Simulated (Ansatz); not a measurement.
Relaxed-ion elastic tensor of YIr (CsCl type, Pm-3m) in GPa (Voigt order), the program Ansatz at the LDA level (PAW); density 12.33 g/cm³, 18.94 Å³ per atom.

```
 153   154   154   0.0   0.0   0.0
 154   153   154   0.0   0.0   0.0
 154   154   153   0.0   0.0   0.0
 0.0   0.0   0.0  61.3   0.0   0.0
 0.0   0.0   0.0   0.0  61.3   0.0
 0.0   0.0   0.0   0.0   0.0  61.3
```

Problem. Is the crystal mechanically stable?

Solution. On the edge, within the error: the smallest eigenvalue of C is -0.7 GPa.

The workflow started from a Materials Project entry (that database holds measured and hypothetical structures alike); the Crystallography Open Database files this formula in space group No. 221, but the cells were not matched. Its standing as an ambient phase is unchecked. Symmetry was held in the LDA relaxation; of distortions, only those at the zone centre were tested. The run is not spin-polarised. As this level gives no gap, shear constants depend on the k-mesh and smearing (Fermi–Dirac, 0.1 eV here). Scalar-relativistic: spin–orbit coupling is off unless named, which matters more the heavier the elements.

Potentials: the later of the program's two PAW sets.
